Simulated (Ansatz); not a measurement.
A distorted cell of SiC (6H type, space group P6_3mc):

```yaml
crystal:
  lattice:
    - [3.10339, 0.00000, 0.00000]
    - [-1.55170, 2.68762, 0.00000]
    - [0.00000, 0.00000, 15.22701]
  atoms:
    - { symbol: Si, position: [0.00000, 0.00000, 0.99982] }
    - { symbol: Si, position: [0.00000, 0.00000, 0.49982] }
    - { symbol: Si, position: [0.66667, 0.33333, 0.83310] }
    - { symbol: Si, position: [0.33333, 0.66667, 0.33310] }
    - { symbol: Si, position: [0.66667, 0.33333, 0.16660] }
    - { symbol: Si, position: [0.33333, 0.66667, 0.66660] }
    - { symbol: C, position: [0.00000, 0.00000, 0.87447] }
    - { symbol: C, position: [0.00000, 0.00000, 0.37447] }
    - { symbol: C, position: [0.66667, 0.33333, 0.70810] }
    - { symbol: C, position: [0.33333, 0.66667, 0.20810] }
    - { symbol: C, position: [0.66667, 0.33333, 0.04161] }
    - { symbol: C, position: [0.33333, 0.66667, 0.54161] }
```

All values below come from PBEsol (plane waves to 420 eV, PAW, scalar-relativistic; Ansatz, an electronic-structure program). k mesh 10×10×2 (Γ-centred), Fermi-Dirac smearing 0.05 eV. The energy includes the smearing's −TS. Stress and pressure are positive under compression. SiC was relaxed with its symmetry unable to fall. The PAW data are Ansatz's earlier set.

Give the stress tensor in GPa and the pressure.


```
   -5.1      0.0      0.0
    0.0     -5.1      0.0
    0.0      0.0     -5.0
```
The pressure, a third of the trace, is -5.0 GPa.

It is the relaxed cell scaled evenly to V/V₀ = 1.024, atoms relaxed where free. What is its energy relative to the relaxed cell?

4.0 meV/atom.

(Under strain, the slope of the energy per volume gives the stress and its curvature an elastic modulus.)
